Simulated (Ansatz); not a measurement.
## Hf (hcp)

Method: r²SCAN, scalar-relativistic; no spin polarisation; PAW, 500 eV, 16×16×8 k-mesh, Gaussian smearing of 0.05 eV; code Ansatz; PAW files: Ansatz's generated set soft_2.

```cif
data_structure
_symmetry_space_group_name_H-M 'P6_3/mmc'
_symmetry_Int_Tables_number 194
_cell_length_a 3.1985
_cell_length_b 3.1985
_cell_length_c 5.0464
_cell_angle_alpha 90.000
_cell_angle_beta 90.000
_cell_angle_gamma 120.000
_cell_volume 44.71
loop_
_atom_site_label
_atom_site_type_symbol
_atom_site_symmetry_multiplicity
_atom_site_Wyckoff_symbol
_atom_site_fract_x
_atom_site_fract_y
_atom_site_fract_z
_atom_site_occupancy
Hf1 Hf 2 d 0.33333 0.66667 0.75000 1
```

Q: Which orbitals carry the states at the Fermi level, and how many states are there?

A: Within 0.1 eV of it: Hf 5d 95 % (shares among the projected shells). The density of states at the Fermi level is about 1.2 states/eV per cell, averaged over 0.3 eV.

Density of states (tetrahedra, averaged over 0.5 eV; states/eV per cell of 2 atoms; energy in eV from the Fermi level; projections on Löwdin-orthogonalised atomic orbitals, summed over sites):

| E | total | Hf 5d | Hf 6s | Hf 5p | Hf 5s |
| --- | --- | --- | --- | --- | --- |
| -5.60 | 0.31 | 0.03 | 0.26 | 0.01 | 0.01 |
| -5.10 | 0.39 | 0.07 | 0.30 | 0.01 | 0.01 |
| -4.60 | 0.52 | 0.15 | 0.34 | 0.01 | 0.01 |
| -4.10 | 0.78 | 0.35 | 0.40 | 0.02 | 0.01 |
| -3.60 | 1.36 | 0.89 | 0.42 | 0.02 | 0.02 |
| -3.10 | 1.30 | 0.96 | 0.29 | 0.02 | 0.01 |
| -2.60 | 1.60 | 1.36 | 0.20 | 0.02 | 0.01 |
| -2.10 | 1.69 | 1.56 | 0.09 | 0.02 | 0.00 |
| -1.60 | 1.88 | 1.74 | 0.08 | 0.03 | 0.00 |
| -1.10 | 2.85 | 2.54 | 0.14 | 0.04 | 0.00 |
| -0.60 | 1.85 | 1.66 | 0.08 | 0.02 | 0.00 |
| -0.10 | 1.24 | 1.08 | 0.05 | 0.01 | 0.00 |
| 0.40 | 2.76 | 2.45 | 0.13 | 0.02 | 0.00 |
| 0.90 | 3.20 | 2.73 | 0.18 | 0.02 | 0.01 |
| 1.40 | 2.61 | 2.34 | 0.11 | 0.01 | 0.00 |
| 1.90 | 2.51 | 2.37 | 0.05 | 0.01 | 0.00 |
| 2.40 | 1.30 | 1.24 | 0.02 | 0.00 | 0.00 |
| 2.90 | 1.21 | 1.16 | 0.01 | 0.00 | 0.00 |
| 3.40 | 1.18 | 1.14 | 0.02 | 0.00 | 0.00 |
| 3.90 | 1.21 | 1.15 | 0.03 | 0.00 | 0.00 |
| 4.40 | 1.30 | 1.21 | 0.05 | 0.00 | 0.00 |
| 4.90 | 1.73 | 1.56 | 0.10 | 0.00 | 0.00 |

Spin–orbit coupling, which matters for such heavy elements, is left out.
